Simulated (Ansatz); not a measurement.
## What DFT gives for SrP4

```xyz
5
Lattice="0.0000 4.4232 0.0000 4.4232 0.0000 0.0000 2.2116 2.2116 -5.3547" Properties=species:S:1:pos:R:3 pbc="T T T"
Sr    0.0000    0.0000    0.0000
P     2.2116    2.2116   -1.2851
P     4.4232    4.4232   -4.0696
P     2.2116    4.4232   -2.6774
P     4.4232    2.2116   -2.6774
```

The numbers come from plane-wave PAW DFT (Ansatz): PBE, no spin polarisation, 420 eV, 8×8×8 Γ-centred k points, fermi-dirac occupations (width 0.1 eV). Nothing was relaxed.

**Question.** How is the charge shared?

**Answer.** Bader charges in e: Sr +1.40, P -0.39 to -0.32. In the mean Sr gives up most and P takes most.

**Question.** Is it stable against the elements?

**Answer.** 0.10 eV an atom against the elements' usual phases (free molecules for gases, crystals otherwise, with no correction for O₂ or N₂), so at this geometry it isn't bound against them. Relaxing would lower it.

**Question.** Is there a gap?

**Answer.** It is a metal, with about 3.9 states/eV a cell as the mean within 0.25 eV of the Fermi level, mostly P p (74 %).

**Question.** Which atom feels the largest force, and which way?

**Answer.** The largest is on P2 (and as large on other atoms): 0.48 eV/Å, components (0.00, 0.00, -0.48). It makes 180° with the line to a nearest neighbour, P3 at 2.57 Å, pointing away from it.

Origin: a known structure type with other elements, at an estimated volume, so it need not be a known compound. Caveats: many states at the Fermi level without spin polarisation, so a magnetic state may lie lower.
